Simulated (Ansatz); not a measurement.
A free-standing Janus 2H monolayer of PdSTe was relaxed with 4 functionals in the plane-wave code Ansatz, cell and atoms free, the symmetry of the start kept (meshes: PBE 12×12×1, r2SCAN 6×6×1, PBEsol 6×6×1, LDA 6×6×1). The cell comes from a prototype generator: it can be a known phase or a hypothetical one. Spin polarisation is off.

The PBE result:
```xyz
3
Lattice="4.0132 0.0000 0.0000 -2.0066 3.4755 0.0000 0.0000 0.0000 30.6553" Properties=species:S:1:pos:R:3 pbc="T T F"
Pd    0.0000    2.3170    9.0286
S     2.0066    1.1585   10.2185
Te    2.0066    1.1585    7.7529
```
The sheet repeats along a and b alone.

In-plane lattice: a = 4.013 Å, b = 4.013 Å, γ = 120.0°; thickness between the outer nuclei 2.47 Å. Pd is surrounded by 3 S at 2.60 Å and 3 Te at 2.64 Å; S is surrounded by 1 Te at 2.47 Å and 3 Pd at 2.60 Å; Te is surrounded by 1 S at 2.47 Å and 3 Pd at 2.64 Å.

**Question.** Order the functionals by the relaxed area, smallest first.
A. PBE
B. PBEsol
C. LDA
D. r2SCAN

**Answer.** C (4.34 Å²/atom), B (4.45 Å²/atom), D (4.59 Å²/atom), A (4.65 Å²/atom).

**Question.** How does the cell change with LDA?

**Answer.** a = 3.876 Å; the area differs by -6.7 % from PBE's. Pd is surrounded by 3 S at 2.52 Å and 3 Te at 2.59 Å; S is surrounded by 1 Te at 2.46 Å and 3 Pd at 2.52 Å; Te is surrounded by 1 S at 2.46 Å and 3 Pd at 2.59 Å.

**Question.** What lattice does PBEsol give?

**Answer.** a = 3.925 Å; the area differs by -4.3 % from PBE's. Around Pd lie 3 S at 2.55 Å and 3 Te at 2.61 Å; around S lie 1 Te at 2.46 Å and 3 Pd at 2.55 Å; around Te lie 1 S at 2.46 Å and 3 Pd at 2.61 Å.

**Question.** Held at the r2SCAN cell, what mean stress does LDA find, and does its sign point to its own minimum?

**Answer.** Yes. LDA -2.32 N/m, and its relaxed area is -5.6 % from r2SCAN's. Compression counts positive, so a positive stress asks for a larger cell.
